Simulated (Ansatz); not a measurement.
SrTe (rock salt, Fm-3m), DFT-LDA in the program Ansatz with PAW potentials. The conduction-band minimum lies at X, with 3 equivalent valleys. Second derivatives d²E/dk² of the lowest band at one valley (eV·Å²), along Cartesian directions:

```csv
direction,d²E/dk²
[100],5.934
[010],32.67
[001],32.67
[110],19.31
[101],19.31
[011],32.64
```

Task: Find the principal effective masses, the density-of-states mass and the conductivity mass.

Result: Off-diagonal terms follow from H_xy = H[110] − (H_xx + H_yy)/2, and m*/mₑ = 7.620 eV·Å² over each eigenvalue: 0.23, 0.23, 1.3. One valley's DOS mass (m₁m₂m₃)^(1/3) = 0.41, conductivity mass 3/(Σ 1/mᵢ) = 0.32 mₑ.

Task: What effective density of states Nc follows at 300 K for parabolic valleys?

Result: Nc = 2.509e19 × 3 × (0.41)^(3/2) ≈ 2.0e19 cm⁻³.

The LDA relaxation kept the symmetry of its start. Spin–orbit coupling is left out wherever it is not named.

Potentials: the later of the program's two PAW sets.

Edges and masses are those of Kohn–Sham bands, whose gap is no quasiparticle gap.
